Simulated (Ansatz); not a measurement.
PbTe (rock salt)

```
PbTe
1.0
    0.00000     3.28470     3.28470
    3.28470     0.00000     3.28470
    3.28470     3.28470     0.00000
Te Pb
1 1
Direct
  0.00000   0.00000   0.00000
  0.50000   0.50000   0.50000
```

In each cell atom 2 (Pb, nearest neighbour Te at 3.285 Å; its periodic images, 4.6 Å or more away, move with it) moves by s·(0.000, 0.000, 1.000) (towards the nearest neighbour), the rest being held.

The numbers are results of PBE (plane waves to 420 eV, PAW, scalar-relativistic; Ansatz, a first-principles code), not measurements. k mesh 7×7×7 (Γ-centred), Fermi-Dirac smearing 0.05 eV. E stands for the smeared free energy. PbTe was relaxed with its symmetry unable to fall. Spin-orbit coupling is left out, though Pb and Te are heavy. The PAW data are Ansatz's earlier set. The zero of ΔE is the undisplaced structure.

```
s (Å)   ΔE (meV/cell)
------  -------------
-0.660            542
-0.528            240
-0.396       withheld
-0.264             20
-0.132              2
0.000               0
0.132               2
0.264              20
0.396        withheld
0.528             240
0.660             542
```

Question: Fit an even polynomial form (powers 2, 4, 6) to the given rows and predict ΔE at s = -0.396.

Answer: Least squares on the 9 given rows: ΔE = (77.48)·s² + (3044)·s⁴ + (-839.6)·s⁶, in meV/cell with s in Å; root-mean-square residual 0.1 meV/cell. At -0.396 the fit gives 84 meV/cell; the calculation gives 85 meV/cell, so the interpolation is off by -1 (-1.2 %). The quadratic term alone would give 12 meV/cell.

(For displaced atoms, the force is minus the slope of the energy, and its curvature is a force constant, which sets phonon frequencies.)
